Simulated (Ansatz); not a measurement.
Ansatz (a program for electronic structure) input:

Ansatz 0.2 input:
```yaml
crystal:
  lattice:
    - [1.3468695033, 0.7776154703, 4.4099717267]
    - [-1.3468695033, 0.7776154703, 4.4099717267]
    - [0.0, -1.5552309406, 4.4099717267]
  atoms:
    - { symbol: Ru, position: [0.5, 0.5, 0.5] }
    - { symbol: Ir, position: [0.0, 0.0, 0.0] }
kpoints:
  mp_grid: { grid: [18, 18, 18] }
hamiltonian:
  xc: r2scan
  pseudopotentials: { kind: paw }
scf:
  occupations: { method: fermi_dirac, width: 0.1 }
phonons:
  method: dfpt
  response_accuracy: low
  eigenvectors: true
  rigid_motions: translations
```

Output (shortened):

```
zone centre: on kpoints.mp_grid the ground state, and the responses unless they are solved on pairs of k-points, stand on 1550 of the mesh's 5832 k-points, …
Pseudopotentials: kind: paw
Pseudopotential: Ru, paw, valence charge 16
Pseudopotential: Ir, paw, valence charge 17
Functional definition: r2SCAN
Crystal: 2 atoms, lattice volume = 27.713 Å³
Basis set: ecut = 500 eV, 683 PW (Γ), exchange–correlation on 180×180×180 points (125 copies of the dense FFT grid, shifted against one another)
Bands: 21, of which v1, the nominal top of the filled ones, is band 17 counted from 1 (16 counted from 0)
Symmetry: 12 space group operations
k-points: 1550 of 5832 (irreducible under 2 space group operations, time reversal used)
PAW frozen core: Ru, regenerated for the run's functional
PAW frozen core: Ir, regenerated for the run's functional
Initial wavefunctions: pseudopotential atomic-orbital guess
Eigensolver: davidson
Functional: x = r2scan, c = r2scan; τ floored in thin density (d = 2e-4 eV/Å³)
SCF iter   1: F=—  HF=-17839.457306 eV  |F-HF|=—  |Δ(HF+E_count)|=         —  Δρ=1.89e-2  dr2=1.56e-1  dr2_τ=6.73e-2  ethr=1.77e-3  ⟨swp⟩=4.9  Hψ=128712  notcnv=0
all-band conjugate gradients solve this SCF's bands
preconditioner: auto → none
SCF iter   2: F=—  HF=-17839.479706 eV  |F-HF|=—  |Δ(HF+E_count)|=   2.24e-2  Δρ=9.02e-3  dr2=3.55e-2  dr2_τ=1.48e-2  ethr=4.73e-4  ⟨swp⟩=2.0  Hψ=50365  notcnv=0
SCF iter   3: F=—  HF=-17839.478569 eV  |F-HF|=—  |Δ(HF+E_count)|=   1.14e-3  Δρ=3.79e-3  dr2=2.03e-3  dr2_τ=2.70e-4  ethr=1.08e-4  ⟨swp⟩=1.0  Hψ=32590  notcnv=0
SCF iter   4: F=—  HF=-17839.479041 eV  |F-HF|=—  |Δ(HF+E_count)|=   4.72e-4  Δρ=1.03e-3  dr2=4.46e-4  dr2_τ=3.76e-5  ethr=6.16e-6  ⟨swp⟩=2.1  Hψ=55117  notcnv=0
SCF iter   5: F=—  HF=-17839.479031 eV  |F-HF|=—  |Δ(HF+E_count)|=   9.38e-6  Δρ=3.24e-4  dr2=4.95e-5  dr2_τ=1.56e-6  ethr=1.35e-6  ⟨swp⟩=1.0  Hψ=32551  notcnv=0
SCF iter   6: F=—  HF=-17839.479030 eV  |F-HF|=—  |Δ(HF+E_count)|=   1.75e-6  Δρ=5.35e-5  dr2=2.17e-7  dr2_τ=1.01e-7  ethr=1.50e-7  ⟨swp⟩=1.0  Hψ=32550  notcnv=0
SCF iter   7: F=—  HF=-17839.479032 eV  |F-HF|=—  |Δ(HF+E_count)|=   2.79e-6  Δρ=1.17e-5  dr2=1.11e-8  dr2_τ=1.72e-9  ethr=6.58e-10  ⟨swp⟩=2.0  Hψ=56948  notcnv=0
SCF iter   8: F=—  HF=-17839.479032 eV  |F-HF|=—  |Δ(HF+E_count)|=   2.76e-8  Δρ=2.98e-6  dr2=1.46e-9  dr2_τ=1.40e-10  ethr=3.38e-11  ⟨swp⟩=2.5  Hψ=55857  notcnv=0
SCF iter  10: F=-17839.479032 eV  HF=-17839.479032 eV  |F-HF|=7.28e-12  |Δ(HF+E_count)|=  4.47e-10  Δρ=1.81e-7  dr2=4.59e-12  dr2_τ=6.48e-12  ethr=1.00e-12  ⟨swp⟩=4.3  Hψ=164420  notcnv=0
SCF 1 converged in 10 iterations: F = -17839.479032 eV  dr2 = 4.59e-12
DFPT response loops at Γ: preconditioner auto → Kerker (q_TF=auto, 2.809 Å⁻¹) (partly filled bands, converged f_vac=0.000) …
SCF converged after 10 iterations
Free energy (F): -17839.479032 eV
Harris-Foulkes:  -17839.479032 eV  (|F-HF|=7.28e-12)
Internal energy: -17839.421134 eV  (E = F + TS)
E sigma→0 (E₀):  -17839.450083 eV
Entropy (-TS):   -0.057898 eV (-28.949 meV/atom)
Fermi energy:    24.453239 eV
--- Per-component energies (eV) ---
  E_band       = -169.931598
  E_kinetic    = 1137.314676
  E_local      = -2322.819359  (includes V_loc(G=0)·N_el)
  E_nonlocal   = 417.148270
  E_hartree    = 813.786607
  E_xc         = -439.726531
  E_vxc        = -600.481753  (∫ρ·V_xc dr)
  E_paw        = -12728.636261  (= ΣΔE_a)
  E_vpaw       = -468.137756  (= ΣTr[D̂ρ^β])
  E_aug_tail   = 0.000098  (compensation charges beyond the density's cutoff)
  E_vtau       = 39.471049  (kinetic-family band-sum trace: ∫τ·v_τ [+ j·A + Jᵃ·Aᵃ] dr)
  E_ewald      = -4715.860785
  E_core_change = -0.627849  (= ΣΔE_core)
  E_smearing   = -0.057898  (= −TS)
  E_closure    = 0.000000  (closes the sum)
  Σ components = -17839.479032   (vs F -17839.479032, Δ=0.00e0)
  [band-id]    e_kinetic+e_local+e_nonlocal+2·e_hartree+e_vxc+e_vpaw+e_augmentation_tail+e_vtau = -169.931561   (vs E_band -169.931598, Δ=3.68e-5)
--- Band table (eV; the first three rows and the last of 1550) ---
  k-point 0: bands = ["-70.3403", "-50.7845", "-26.6170", "-26.2533", "-26.2533", "-20.0068", "-19.5130", "-19.5130", "14.1873", "17.2995", "20.6318", "20.6318", "21.1653", "21.4034", "21.4034", "23.7816", "23.7816", "24.6172", "25.8627", "25.8627", "33.6854"]…
  k-point 1: bands = ["-70.3386", "-50.7809", "-26.6132", "-26.2751", "-26.2585", "-20.0046", "-19.5388", "-19.5190", "14.3230", "17.4068", "20.5360", "20.7292", "21.2114", "21.3112", "21.4671", "23.6681", "23.8012", "23.9702", "25.8098", "26.6464", "33.6480"]…
  k-point 2: bands = ["-70.3338", "-50.7704", "-26.6024", "-26.3376", "-26.2734", "-19.9983", "-19.6129", "-19.5364", "14.7179", "17.7130", "20.2765", "20.9920", "21.0116", "21.4142", "21.6482", "22.9878", "23.4798", "23.8716", "25.6603", "27.8866", "33.5763"]…
  k-point 1549: bands = ["-70.3402", "-50.7854", "-26.5873", "-26.2530", "-26.2530", "-20.0593", "-19.5142", "-19.5142", "15.4455", "17.9076", "20.3227", "20.9952", "20.9952", "21.0535", "22.0817", "22.0817", "23.6438", "23.6438", "24.2635", "24.2635", "39.3379"]
  band table: 21 of 21 bands, residual norms ≤ 1.0e-3 eV
--- Phonons (Γ-DFPT): 4 representative perturbations + reference, on 1550 of 5832 k-points (Σ response iterations 26) ---
  k mesh reduced under 2 symmetry operations, with k and −k counted as one. Each operation leaves every solved perturbation unchanged …
  ASR residual: 2.814e-3 → 0.000e0 eV/Å²; symmetrization residual: 5.001e-4 eV/Å²
  ASR residual per site (eV/Å²): 2.81e-3 1.81e-3
  Γ frequencies (cm⁻¹): 0.00 0.00 0.00 118.23 118.23 197.25
  non-analytic LO–TO correction: not included (Born effective charges unavailable; polar crystals: no LO–TO splitting at Γ)
```

Cost: very roughly 30 core-minutes on shared cores.

Space group R-3m. The first step of the workflow began from a Materials Project structure, measured or hypothetical; the Crystallography Open Database copy checked does not list it. With Ru and Ir taken as one species the cell has the higher symmetry Fm-3m, so it may be an ordered model of a mixed-site phase. Whether it is the stable phase at ambient conditions was not checked. Symmetry was held in the r²SCAN relaxation; whether a distortion lowers the energy is not shown. The run is not spin-polarised. As this level gives no gap, phonon frequencies hold no LO–TO term and depend on the k-mesh and smearing (Fermi–Dirac, 0.1 eV here). Axis ratios of metals converge slowly with the k-mesh, so a and c are less sure than the volume. Scalar-relativistic: spin–orbit coupling is off unless named, which matters more the heavier the elements.

Potentials: the later of the program's two PAW sets.

Ansatz is a plane-wave DFT program.
